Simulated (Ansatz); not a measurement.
# La2Mg3Ag9: checking a database structure before trusting its electric field gradients

The cell is a computed structure from the Materials Project (it need not be an observed phase), taken as it stands.

Space group C222 (No. 21); a = 5.5698, b = 10.1570, c = 10.1795 Å.

| site | Wyckoff | site symmetry | x | y | z |
| --- | --- | --- | --- | --- | --- |
| La | 4k | ..2 | 0.2500 | 0.2500 | 0.7527 |
| Mg3 | 2d | 222 | 0.0000 | 0.0000 | 0.5000 |
| Mg4 | 2a | 222 | 0.0000 | 0.0000 | 0.0000 |
| Mg5 | 2c | 222 | 0.5000 | 0.0000 | 0.5000 |
| Ag6 | 4k | ..2 | 0.2500 | 0.2500 | 0.0571 |
| Ag7 | 4k | ..2 | 0.2500 | 0.7500 | 0.5546 |
| Ag10 | 8l | 1 | 0.2499 | 0.0560 | 0.2506 |
| Ag14 | 2b | 222 | 0.5000 | 0.0000 | 0.0000 |

One atom of each set is listed; the run and its k-mesh use a cell of 14 atoms with edges of 5.79, 5.79, 10.18 Å.

Level of theory: DFT, PBE, plane waves and PAW, scalar-relativistic, 420 eV cutoff, Γ-centred 6×6×3 k-points, Fermi–Dirac smearing 0.05 eV (Ansatz 0.2.0).

Problem. Do the atoms and the cell lie near the calculated equilibrium?

Solution. Yes. The largest force is 0.060 eV/Å, on atom 12 (Ag: 5 Ag at 2.79–3.01 Å, 3 Mg at 2.95–2.96 Å, 3 La at 3.11–3.41 Å), and the pressure is 1.7 GPa.
